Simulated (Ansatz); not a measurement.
At an interface, nitrogen moves towards the element that binds it most strongly. Formation energy per nitrogen atom ranks the binary nitrides, and the reference for it cancels in every difference.

The reference row is GaN. Reaction per N atom: the row's nitride plus the reference's other element gives the reference nitride plus the row's element.

Methods, by column (Ansatz, a plane-wave PAW program): ΔH_f: r²SCAN, 0 K, against the elements in the same set-up, no fitted corrections; the partner's electronegativity: pymatgen's element table.

Started from generated or typed cells, with no claim that the phase is known: 6H-GaN. Runs started from generated or typed cells of the structure named: GaN. Not checked to be the ambient phase: W3N4 (Pm-3m, cP7). Spin–orbit coupling is left out unless named. No other phase of the formula is at hand at the same level beside W3N4 (Pm-3m, cP7). ΔH_f counts from the lowest computed solid of each element, oxygen or nitrogen as a molecular crystal: Ga (Cmce), N (Pa-3), Si (Fd-3m), W (Im-3m).

The figures follow from the printed values by these rules: energy per N = ΔH_f × atoms per N; reaction energy = reference − row (positive: the row is not reduced).

| crystal | ΔH_f (eV/atom) | atoms per N | electronegativity of the partner (Pauling) | energy per N (eV) | reaction energy (eV) |
|---|---|---|---|---|---|
| 6H-GaN | −0.641 | 2.000 | 1.81 | ___ | ___ |
| W3N4 (Pm-3m, cP7) | −0.119 | 1.750 | 2.36 | ___ | ___ |
| GaN (wurtzite), reference | −0.645 | 2.000 | 1.81 | −1.290 | 0.00 |
| β-Si3N4 | −1.273 | 1.750 | 1.90 | ___ | ___ |

Q: Fill in the missing entries.

A: 
- β-Si3N4: energy per N: −1.273 × 1.750 = −2.228 eV; reaction energy: (−1.290) − (−2.228) = 0.94 eV.
- W3N4 (Pm-3m, cP7): energy per N: −0.119 × 1.750 = −0.208 eV; reaction energy: (−1.290) − (−0.208) = −1.08 eV.
- 6H-GaN: energy per N: −0.641 × 2.000 = −1.282 eV; reaction energy: (−1.290) − (−1.282) = −0.01 eV.

By reaction energy (most stable first): β-Si3N4 (0.94 ± 0.074), GaN (0.00 ± 0.084) ≈ 6H-GaN (−0.01 ± 0.084), W3N4 (Pm-3m, cP7) (−1.08 ± 0.074). The ± follows from allowances picked for this note (ΔH_f 0.04 eV/atom, 0.025 eV on the figure itself), carried to first order and added in quadrature, each row's own inputs moving alone; ≈ joins neighbours closer than their two ± added in quadrature. 1 of the 3 others clearly beat the reference on this figure.

Not reduced by the reference's element: β-Si3N4 (the elements of such rows can in turn scavenge nitrogen from GaN). Reduced: W3N4 (Pm-3m, cP7).

Lower nitrides of the row's element, ternary and intermetallic products and entropy are ignored and can undo a positive result. Uncorrected formation energies carry the functional's error for the molecule, which cancels in the reaction energy. Phases over 50 meV/atom above the lowest one at hand were not drawn (by r²SCAN where it compared them, else by the largest value; a layered or molecular lowest phase counts only with a dispersion term); other phases could lie lower still. The rows are a sample and no shortlist: familiar crystals first, some related and some not, whatever their agreement with measurement; tables with many equal figures were not kept. Limits of the draw: ΔH_f under −0.1 eV/atom; for ΔH_f, runs without a dispersion term, no Mn, and elements whose lowest cell is their usual one. As a rule kept out of such tables: 4f compounds, open-shell compounds run without a Hubbard term, cells found unstable in the tests at hand, cells close to a higher symmetry, and runs set to a pressure or over 12 % in volume from the crystal's fullest run.
